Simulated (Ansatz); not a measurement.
This cell of InSb (zinc blende) is off equilibrium:

```
InSb
1.0
    0.00000     3.22654     3.22654
    3.22654     0.00000     3.22654
    3.22654     3.22654     0.00000
Sb In
1 1
Cartesian
  4.83981   4.83981   4.83981
  0.00000   0.00000   0.00000
```

Computed with PBE (plane waves to 420 eV, PAW, scalar-relativistic; Ansatz, a program for electronic structure). k mesh 12×12×12 (Γ-centred), Fermi-Dirac smearing 0.05 eV. Energies are smeared free energies. Compression counts positive. At this level the bands of InSb touch or barely overlap; measurements give the solid a gap. InSb was relaxed with its symmetry unable to fall. Spin-orbit coupling is left out, though Sb is heavy. The PAW data are Ansatz's earlier set.

**Question.** Give the stress tensor in GPa and the pressure.

**Answer.** 
```
    3.8      0.0      0.0
    0.0      3.8      0.0
    0.0      0.0      3.8
```
The pressure, a third of the trace, is 3.8 GPa.

**Question.** It is the relaxed cell scaled evenly to V/V₀ = 0.920, atoms relaxed where free. What is its energy relative to the relaxed cell?

**Answer.** 32 meV/atom.

(A scan under strain: stresses follow from slopes of the energy per volume, elastic moduli from its curvatures.)
